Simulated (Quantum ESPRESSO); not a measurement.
## Si3AlC3N (a curve over strain)

A calculation, not a measurement. The program is pw.x of Quantum ESPRESSO 7.5 (plane-wave density functional theory). The cell is made up: 8 atoms on a wurtzite lattice, with randomly drawn elements, strain and displacements, not relaxed. PseudoDojo standard norm-conserving files (v0.5 for PBE, v0.4.1 for LDA and PBEsol) set the functional; there is no spin polarisation, spin-orbit coupling or dispersion term, and the masses in the input are unused placeholders.

Seven runs add a strain to one cell (along z); the atoms follow the cell and are not relaxed. Stress in the table is positive in tension.

Input of the run at +0.0007:

```
&control calculation='scf', pseudo_dir='./dojo.nc.sr.pbe.v0_5.standard.upf', outdir='./o', disk_io='medium', tprnfor=.true., tstress=.true. /
&system ibrav=0, nat=8, ntyp=4, nbnd=22, ecutwfc=84.00895049, nosym=.true., tot_charge=0,
 occupations='smearing', smearing='fd', degauss=0.0018374661
/
&electrons conv_thr=7.350e-09, electron_maxstep=60, /
ATOMIC_SPECIES
Al 1.0 Al.upf
C 1.0 C.upf
N 1.0 N.upf
Si 1.0 Si.upf
CELL_PARAMETERS angstrom
3.2146 0.0106 0.0066
0.0183 5.5134 -0.0037
0.0107 -0.0035 5.2849
ATOMIC_POSITIONS angstrom
Si -0.0322 0.0595 -0.0829
Al 1.6635 2.705 0.1656
Si 1.5793 0.9004 2.6926
Si 0.1111 3.6969 2.781
C 0.0131 0.0655 1.9408
C 1.5884 2.6637 2.0751
C 1.6567 1.0277 4.6776
N -0.0478 3.5362 4.4896
K_POINTS automatic
5 4 4 1 1 1
```

| added strain | free energy less that of the input shown (eV) | stress xx (GPa) | stress yy (GPa) | stress zz (GPa) | stress xy (GPa) | pressure (GPa) | next band up at Gamma (eV) | iterations |
| --- | --- | --- | --- | --- | --- | --- | --- | --- |
| -0.0231 | -0.0633 | 17.27 | 8.71 | -1.81 | 1.23 | -8.06 | 2.173 | 13 |
| -0.0166 | -0.0631 | 17.31 | 8.85 | 1.80 | 1.25 | -9.32 | 2.197 | 13 |
| -0.0129 | -0.0574 | 17.33 | 8.92 | 3.78 | 1.26 | -10.01 | 2.210 | 13 |
| -0.0041 | -0.0263 | 17.36 | 9.08 | 8.25 | 1.28 | -11.57 | 2.238 | 13 |
| +0.0007 | 0.0000 | 17.37 | 9.17 | 10.57 | 1.29 | -12.37 | 2.254 | 13 |
| +0.0153 | 0.1184 | 17.37 | 9.38 | 17.10 | 1.33 | -14.61 | 2.290 | 13 |
| +0.0231 | 0.2036 | 17.35 | 9.48 | 20.29 | 1.34 | -15.70 | 2.301 | 13 |

A cubic fit gives a slope of stress zz against the added strain of 476 GPa at zero added strain, with the atoms clamped. Across the table the free energy follows the integral of the stress to within 0.6 meV. A rerun of one of the cells at 1437 eV and a 7 x 6 x 6 mesh moved values by no more than 0.016 eV in energy, 0.17 GPa in stress and 0.009 eV/Å in force. The band column is the level of band 17 at Gamma less that of band 16, whose number is half the electron count, rounded up; it comes from a band step after each run.